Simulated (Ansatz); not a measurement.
**CsNbNiO₂F₄: Electric field gradients**

The cell is a computed structure from the Materials Project (it need not be an observed phase), taken as it stands.

```
CELL_PARAMETERS angstrom
5.21321 -5.29400 0.00000
5.21321 5.29400 0.00000
-5.18004 0.00000 5.26092
ATOMIC_POSITIONS crystal
Cs 0.62600 0.37400 0.50000
Cs 0.36390 0.63610 0.00000
Nb 0.48385 0.00059 0.75931
Nb 0.99941 0.51615 0.24069
Ni 0.99892 0.00002 0.74832
Ni 0.99998 0.00108 0.25168
O 0.93474 0.69260 0.13364
O 0.30740 0.06526 0.86636
O 0.70737 0.29263 0.00000
O 0.31587 0.68413 0.50000
F 0.93021 0.67042 0.50210
F 0.92746 0.07254 0.50000
F 0.67374 0.92149 0.99987
F 0.32958 0.06979 0.49790
F 0.07928 0.32136 0.39230
F 0.67864 0.92072 0.60770
F 0.06515 0.93485 0.00000
F 0.07851 0.32626 0.00013
```

Atoms are numbered from 1 in the order listed; like atoms form one site, named after its first atom.

Computed with Ansatz: DFT, PBE, plane waves and PAW, scalar-relativistic, collinear spin, 420 eV cutoff, Γ-centred 4×4×5 k-points, Fermi–Dirac smearing 0.02 eV. Start moments as typed (μB): 2 on each Ni, none on the rest.

Conventions: |V_zz| ≥ |V_yy| ≥ |V_xx|, η = (V_xx − V_yy)/V_zz, C_Q = eQV_zz/h. ν_Q = 3|C_Q|/[2I(2I − 1)].

Cs-133: I = 7/2, Q = -3.430 mb; 93Nb: I = 9/2, Q = -320.0 mb; 61Ni: I = 3/2, Q = 162.0 mb; 17O: I = 5/2, Q = -25.58 mb. Nuclear quadrupole moments: year-2017 set (Pyykkö).

Question: What field gradients does the calculation give at each kind of site?

Answer: 

```
site  atoms (order as listed)                                                      first shell  C_Q (MHz)     η  ν_Q (MHz)
 Cs1                        1                          13 F at 3.12–3.81 Å, 5 O at 3.28–3.79 Å     -0.186  0.01      0.013
 Cs2                        2                          11 F at 3.11–3.90 Å, 7 O at 3.64–3.82 Å     -0.171  0.32      0.012
  Nb                     3, 4                           3 O at 1.80–1.97 Å, 3 F at 2.02–2.16 Å       -108  0.60       4.49
  Ni                     5, 6                                1 O at 1.96 Å, 5 F at 1.98–2.06 Å       20.4  0.07       10.2
  O7                     7, 8  1 Nb at 1.80 Å, 1 Ni at 1.96 Å, angle 143°; also 1 Cs at 3.33 Å       1.73  0.80      0.260
  O9                        9                                       2 Nb at 1.95 Å, angle 159°     -0.683  0.38      0.102
 O10                       10                  2 Nb at 1.97 Å, angle 133°; also 1 Cs at 3.28 Å     -0.799  0.83      0.120
```

F has no stable isotope with a ground-state quadrupole moment in the table, so these sites are left out.

The largest force is 0.6 eV/Å, so the atoms aren't at the calculated equilibrium and relaxing them would move these values. Runs of this kind can end above the lowest electronic state. Without spin–orbit coupling (the program notes it for Cs and Nb) the gradients can shift somewhat, as the gap is small. With these PAW files V_zz is typically within 2 to 3 % of all-electron values, but misses above 10 % occur on Ni. All moments are parallel here, as the start or the cell imposes; many such compounds order antiparallel, where fields and spin densities carried over to other atoms largely cancel. The magnetic order is the one that the run reached from its start moments, not necessarily the measured one; the program found signs of a lower order.

Hardware: 2 threads of Arm Neoverse V2 (aarch64; 8 cores open to the job, memory cap 5.0 GiB, no GPU), a shared host with a load of 0.5 a core. Wall time 3.6 min, CPU time 7.2 min, peak memory 1.4 GiB.
